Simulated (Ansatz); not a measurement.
# WSi2 (MoSi2 type, space group I4/mmm): scan of one atom of the cell

Relaxed WSi2 (MoSi2 type, space group I4/mmm):

```xyz
3
Lattice="-1.6061 1.6061 3.9029 1.6061 -1.6061 3.9029 1.6061 1.6061 -3.9029" Properties=species:S:1:pos:R:3 pbc="T T T"
W      0.0000     0.0000     0.0000
Si     0.0000     0.0000     2.6139
Si     0.0000     0.0000     5.1919
```

In each cell atom 1 (W, nearest neighbour Si at 2.612 Å; its periodic images, 3.2 Å or more away, move with it) moves by s·(0.000, 0.000, 1.000) (along Cartesian z), the rest being held.

Calculation: r2SCAN (plane waves to 500 eV, PAW, scalar-relativistic; Ansatz, a first-principles code). k mesh 16×16×16 (Γ-centred), Fermi-Dirac smearing 0.05 eV. The energy includes the smearing's −TS. Compression counts positive. Left out: 4 of 11 points, with atoms too close for the PAW data. With partly filled bands, energies and forces of such displacements shift with the k mesh and the smearing. F∥ is the force on the atom along that direction. Spin-orbit coupling is left out, though W is heavy. The PAW data are Ansatz's earlier set. WSi2 is run without spin polarisation. WSi2 was relaxed with its symmetry unable to fall. ΔE is measured from the undisplaced structure.

```tsv
s (Å)	ΔE (eV/cell)	F∥ (eV/Å)	P (GPa)
-0.468	1.906	9.222	24.2
-0.312	0.789	5.336	10.6
-0.156	0.189	2.458	2.6
0.000	0.000	0.000	0.0
0.156	0.189	-2.458	2.6
0.312	0.789	-5.336	10.6
0.468	1.906	-9.222	24.2
```

Summary:

| Quantity | Value |
|---|---|
| Energy at s = 0.468 Å | 1906 meV/cell |
| Force along the line at s = -0.468 Å | 9.22 eV/Å |
| Symmetry of the curve | even: the same for both signs |
| Shape of the curve | a single well with its minimum at or next to zero displacement |
| Force constant k = d²E/ds² at s = 0 (finite differences) | 15.3 eV/Å² |
| Harmonic estimate at the end of the scan | ½ks² = 1676 meV/cell against the computed 1906 meV/cell, so the well is stiffer than harmonic there |

(A displaced cell: forces are minus the slopes of the energy, force constants its curvatures, and phonons follow from these.)
